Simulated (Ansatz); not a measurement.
An Ansatz (a quantum-chemistry and plane-wave program) run. Input:

Ansatz 0.2 input:
```yaml
crystal:
  lattice:
    - [3.6059841124, 0.0, 0.0]
    - [-1.8029920562, 3.122873847, 0.0]
    - [0.0, 0.0, 5.5920323821]
  atoms:
    - { symbol: Y, position: [0.3333333333, 0.6666666667, 0.75] }
    - { symbol: Y, position: [0.6666666667, 0.3333333333, 0.25] }
kpoints:
  mp_grid: { grid: [27, 27, 15] }
hamiltonian:
  xc: pbe
  dispersion: d3bj
  pseudopotentials: { azcp: { folder: ./paw }, kind: paw }
scf:
  occupations: { method: fermi_dirac, width: 0.1 }
elastic: { mode: relaxed_ion, stencil: two_point, amplitude: 0.005, f_tol: 0.0005 }
```

Output (shortened):

```
Pseudopotential: Y, paw, valence charge 11
Functional definition: PBE
Crystal: 2 atoms, lattice volume = 62.972 Å³
Basis set: ecut = 420 eV, 1219 PW (Γ), exchange–correlation on 50×50×80 points (8 copies of the dense FFT grid, shifted against one another)
Bands: 15, of which v1, the nominal top of the filled ones, is band 11 counted from 1 (10 counted from 0)
Symmetry: 24 space group operations
Space group: P63/mmc (ITA 194), of the structure as read, at distance tolerance 4.0e-5 Å
k-points: 600 of 10935
SCF 1 converged in 10 iterations: F = -7698.127790 eV  dr2 = 7.88e-15
Crystal: 2 atoms, lattice volume = 62.657 Å³
Basis set: ecut = 420 eV, 1209 PW (Γ), exchange–correlation on 50×50×80 points (8 copies of the dense FFT grid, shifted against one another)
Symmetry: 8 space group operations
k-points: 1568 of 10935
SCF 2 converged in 9 iterations: F = -7698.127422 eV  dr2 = 2.44e-14
relax step   1: F+E_penalty+E_count = -7698.12742198 eV  Δ(F+E_penalty+E_count) = +0.000e0 eV  max|allowed force component| = 8.196e-3 eV/Å  Δτ_max = 0.0000 Å  (9 SCF iters, accepted)
Crystal: 2 atoms, lattice volume = 62.657 Å³
SCF 3 converged in 7 iterations: F = -7698.127448 eV  dr2 = 2.76e-14
relax step   2: F+E_penalty+E_count = -7698.12744786 eV  Δ(F+E_penalty+E_count) = -2.588e-5 eV  max|allowed force component| = 1.427e-3 eV/Å  Δτ_max = 0.0038 Å  (7 SCF iters, accepted)
Crystal: 2 atoms, lattice volume = 62.657 Å³
SCF 4 converged in 6 iterations: F = -7698.127449 eV  dr2 = 2.55e-14
relax step   3: F+E_penalty+E_count = -7698.12744867 eV  Δ(F+E_penalty+E_count) = -8.067e-7 eV  max|allowed force component| = 2.928e-6 eV/Å  Δτ_max = 0.0006 Å  (6 SCF iters, accepted)
Crystal: 2 atoms, lattice volume = 62.657 Å³
SCF 5 converged in 4 iterations: F = -7698.127449 eV  dr2 = 3.50e-14
Crystal: 2 atoms, lattice volume = 63.287 Å³
Basis set: ecut = 420 eV, 1227 PW (Γ), exchange–correlation on 50×50×80 points (8 copies of the dense FFT grid, shifted against one another)
SCF 6 converged in 9 iterations: F = -7698.127346 eV  dr2 = 1.50e-14
relax step   1: F+E_penalty+E_count = -7698.12734618 eV  Δ(F+E_penalty+E_count) = +0.000e0 eV  max|allowed force component| = 8.241e-3 eV/Å  Δτ_max = 0.0000 Å  (9 SCF iters, accepted)
Crystal: 2 atoms, lattice volume = 63.287 Å³
SCF 7 converged in 7 iterations: F = -7698.127373 eV  dr2 = 2.15e-14
relax step   2: F+E_penalty+E_count = -7698.12737280 eV  Δ(F+E_penalty+E_count) = -2.662e-5 eV  max|allowed force component| = 8.140e-5 eV/Å  Δτ_max = 0.0033 Å  (7 SCF iters, accepted)
Crystal: 2 atoms, lattice volume = 63.287 Å³
SCF 8 converged in 4 iterations: F = -7698.127373 eV  dr2 = 6.01e-14
Crystal: 2 atoms, lattice volume = 62.657 Å³
Basis set: ecut = 420 eV, 1207 PW (Γ), exchange–correlation on 50×50×80 points (8 copies of the dense FFT grid, shifted against one another)
SCF 9 converged in 7 iterations: F = -7698.126602 eV  dr2 = 4.36e-14
Crystal: 2 atoms, lattice volume = 63.287 Å³
Basis set: ecut = 420 eV, 1231 PW (Γ), exchange–correlation on 50×50×80 points (8 copies of the dense FFT grid, shifted against one another)
SCF 10 converged in 6 iterations: F = -7698.128156 eV  dr2 = 5.15e-15
Crystal: 2 atoms, lattice volume = 62.972 Å³
Basis set: ecut = 420 eV, 1217 PW (Γ), exchange–correlation on 50×50×80 points (8 copies of the dense FFT grid, shifted against one another)
Symmetry: 4 space group operations
k-points: 2842 of 10935
SCF 11 converged in 8 iterations: F = -7698.127660 eV  dr2 = 8.34e-14
relax step   1: F+E_penalty+E_count = -7698.12766032 eV  Δ(F+E_penalty+E_count) = +0.000e0 eV  max|allowed force component| = 1.454e-4 eV/Å  Δτ_max = 0.0000 Å  (8 SCF iters, accepted)
Crystal: 2 atoms, lattice volume = 62.972 Å³
SCF 12 converged in 4 iterations: F = -7698.127660 eV  dr2 = 1.53e-14
Crystal: 2 atoms, lattice volume = 62.972 Å³
SCF 13 converged in 8 iterations: F = -7698.127660 eV  dr2 = 8.37e-14
relax step   1: F+E_penalty+E_count = -7698.12766032 eV  Δ(F+E_penalty+E_count) = +0.000e0 eV  max|allowed force component| = 1.454e-4 eV/Å  Δτ_max = 0.0000 Å  (8 SCF iters, accepted)
Crystal: 2 atoms, lattice volume = 62.972 Å³
SCF 14 converged in 4 iterations: F = -7698.127660 eV  dr2 = 1.53e-14
SCF converged after 10 iterations
Free energy (F): -7698.127790 eV
Harris-Foulkes:  -7698.127790 eV  (|F-HF|=3.64e-12)
Internal energy: -7698.010606 eV  (E = F + TS)
E sigma→0 (E₀):  -7698.069198 eV
Entropy (-TS):   -0.117184 eV (-58.592 meV/atom)
Fermi energy:    9.858003 eV
--- Per-component energies (eV) ---
  E_band       = -230.463631
  E_kinetic    = 632.043882
  E_local      = -1174.161575  (includes V_loc(G=0)·N_el)
  E_nonlocal   = 54.087534
  E_hartree    = 372.466196
  E_xc         = -357.306985
  E_vxc        = -411.033470  (∫ρ·V_xc dr)
  E_paw        = -5631.409830  (= ΣΔE_a)
  E_vpaw       = -76.332441  (= ΣTr[D̂ρ^β])
  E_aug_tail   = 0.000046  (compensation charges beyond the density's cutoff)
  E_ewald      = -1593.029924
  E_disp       = -0.699950  (pairwise vdW)
  E_smearing   = -0.117184  (= −TS)
  E_closure    =  0.000000  (closes the sum)
  Σ components = -7698.127790   (vs F -7698.127790, Δ=0.00e0)
--- Forces (eV/Å), atoms counted from 1 ---
  atom   1  Y      0.00000000     0.00000000     0.00000000
  atom   2  Y      0.00000000     0.00000000     0.00000000
  max |Σ_I F_I| component: 0.00e0 eV/Å
--- Stress (GPa, compression-positive) ---
       -0.020559       0.000000       0.000000
        0.000000      -0.020559       0.000000
        0.000000       0.000000       0.393982
  P = ⅓ Tr σ = 0.1176 GPa (1.176 kbar)
--- Band table (eV; the first three rows and the last of 600) ---
  k-point 0: bands = ["-32.6845", "-32.5918", "-13.0397", "-12.4866", "-12.4866", "-12.3785", "-12.3785", "-12.3374", "5.1561", "7.9714", "10.9541", "11.6332", "11.6332", "12.0523", "12.2968"]
  k-point 1: bands = ["-32.6835", "-32.5929", "-13.0325", "-12.4854", "-12.4854", "-12.3797", "-12.3797", "-12.3456", "5.1873", "7.9556", "10.9169", "11.6098", "11.6098", "12.0209", "12.2666"]
  k-point 2: bands = ["-32.6806", "-32.5959", "-13.0112", "-12.4820", "-12.4820", "-12.3833", "-12.3833", "-12.3698", "5.2798", "7.9035", "10.8223", "11.5554", "11.5554", "11.9294", "12.1833"]
  k-point 599: bands = ["-32.5926", "-32.5926", "-12.8915", "-12.8915", "-12.7308", "-12.7062", "-12.4522", "-12.4522", "9.4401", "9.4672", "9.4672", "9.4694", "10.3343", "10.3343", "12.6210"]
--- Elastic constants: 3 strain directions × 2 members + reference (group order 24) ---
  dense FFT box of the reference and of every strained cell: 25×25×40
  strains applied: 11, 33, 23; error gains …
  pairwise dispersion correction: d3bj (s6 = 1.0, s8 = 0.7875, a1 = 0.4289, a2_bohr = 4.4407), with the weights of each atom's references fixed at the …
  C = ∂σ_k/∂η_j (tension-positive GPa; Voigt order 11 22 33 23 13 12):
        77.265     25.363     22.449      0.000      0.000      0.000
        25.363     77.265     22.449      0.000      0.000      0.000
        22.863     22.863     83.731      0.000      0.000      0.000
         0.000      0.000      0.000     26.377      0.000      0.000
         0.000      0.000      0.000      0.000     26.377      0.000
         0.000      0.000      0.000      0.000      0.000     25.951
  reference stress σ⁰ (GPa):      0.021      0.021     -0.394      0.000      0.000      0.000
  moduli (Voigt/Reuss/Hill, GPa): K = 42.18/42.16/42.17   G = 26.91/26.83/26.87   E = 66.49   ν = 0.237
  mechanically stable: yes (min eigenvalue of sym C = 25.95 GPa)
  strain η (Voigt 11):  stress-route row diagonal C_11 = 77.26 GPa, energy-path curvature d²(F+E_count+ΔE)/dδ²/Ω₀ = 77.27 GPa
         δ    σ_11 (GPa)             F (eV)   n_scf  n_hpsi   n_pw
    -5.000e-3      -0.3694       -7698.1274487       4  325611   1248   relax 3 steps, max|allowed force component| 2.93e-6 eV/Å
     5.000e-3       0.4032       -7698.1273728       4  327359   1259   relax 2 steps, max|allowed force component| 8.14e-5 eV/Å
  strain η (Voigt 33):  stress-route row diagonal C_33 = 83.73 GPa, energy-path curvature d²(F+E_count+ΔE)/dδ²/Ω₀ = 83.73 GPa
         δ    σ_33 (GPa)             F (eV)   n_scf  n_hpsi   n_pw
    -5.000e-3      -0.8173       -7698.1266016       7  172101   1248   relax 0 steps, max|allowed force component| 1.18e-16 eV/Å
     5.000e-3       0.0200       -7698.1281563       6  148951   1263   relax 0 steps, max|allowed force component| 7.63e-17 eV/Å
  strain η (Voigt 23):  stress-route row diagonal C_44 = 26.38 GPa, energy-path curvature d²(F+E_count+ΔE)/dδ²/Ω₀ = 26.47 GPa
         δ    σ_23 (GPa)             F (eV)   n_scf  n_hpsi   n_pw
    -5.000e-3      -0.1319       -7698.1276603       4  595892   1254   relax 1 steps, max|allowed force component| 1.45e-4 eV/Å
     5.000e-3       0.1319       -7698.1276603       4  595966   1254   relax 1 steps, max|allowed force component| 1.45e-4 eV/Å
```

Cost: around 21 core-minutes (rough) on shared cores.

Space group P6_3/mmc (hcp (Mg type)). Symmetry was held in the PBE+D3(BJ) relaxation. The run is not spin-polarised. The pairwise dispersion correction was not fitted to metals. As this level gives no gap, shear constants depend on the k-mesh and smearing (Fermi–Dirac, 0.1 eV here). Axis ratios of metals converge slowly with the k-mesh, so a and c are less sure than the volume. On the denser mesh and wider smearing of the elastic run this cell carries a stress of 0.4 GPa. Scalar-relativistic: spin–orbit coupling is off unless named, which matters more the heavier the elements.

Potentials: the earlier of the program's two PAW sets.

Ansatz is a plane-wave DFT program.
